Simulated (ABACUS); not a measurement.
Band structure of GaAs (F-43m, 2 atoms in the cell; from Materials Project mp-2534, lattice scaled a little).

```xyz
2
Lattice="0.0000 2.8274 2.8274 2.8274 0.0000 2.8274 2.8274 2.8274 0.0000" Properties=species:S:1:pos:R:3 pbc="T T T"
Ga     0.0000     0.0000     0.0000
As     1.4137     1.4137     1.4137
```

Method: ABACUS with PBE, numerical atomic orbitals TZDP (confined pseudo-atomic orbitals with Gaussian additions; energy shift 0.01 Ry), PseudoDojo 0.5 standard norm-conserving PBE (tails mended) pseudopotentials.

Settings: basis = TZDP numerical atomic orbitals, energy shift 0.01 Ry; KPT = Gamma 8 8 8 0 0 0; basis_type = lcao; ecutwfc = 100 Ry; smearing_method = mv; smearing_sigma = 0.00999582 Ry; potentials = PseudoDojo 0.5 standard norm-conserving PBE (tails mended); symmetry = 1; symmetry_prec = 1e-05; nbands = 26; ks_solver = scalapack_gvx; scf_nmax = 100; scf_thr = 1.0e-07; mixing_type = broyden.

The atom-centred basis is finite, which shifts total energies, pressures and gaps against plane waves. The structure comes from a collection of computed structures, made at another level of theory; the collection holds predicted forms beside known ones. Its lattice was then scaled.

Task: Predict the gap along the standard path and the places of the band edges.

Result: The gap along the path is 0.61 eV, direct at Γ to within 0.01 eV.

Points are given in units of this cell's reciprocal vectors. Levels in eV from the top of the valence band on the SCF mesh, bands 11 to 15:
| point | 11 | 12 | 13 | 14 | 15 |
|---|---|---|---|---|---|
| Γ (0 0 0) | -12.67 | 0.00 | 0.00 | 0.00 | 0.61 |
| X (0.5 0 0.5) | -10.24 | -6.83 | -2.69 | -2.69 | 1.50 |
| W (0.5 0.25 0.75) | -10.18 | -6.64 | -3.54 | -3.35 | 4.66 |
| K (0.375 0.375 0.75) | -10.27 | -6.64 | -3.86 | -2.27 | 2.00 |
| L (0.5 0.5 0.5) | -10.97 | -6.65 | -1.15 | -1.15 | 1.05 |
| U (0.625 0.25 0.625) | -10.27 | -6.64 | -3.86 | -2.27 | 2.00 |

Higher empty bands are left out: an atom-centred basis made for the valence describes them poorly.

The atomic orbitals were generated for these runs; they are not ABACUS's published sets and were checked against plane waves on a few crystals only.

“Tails mended”: in these copies of the files the far tail of each local potential was reset to the Coulomb form.
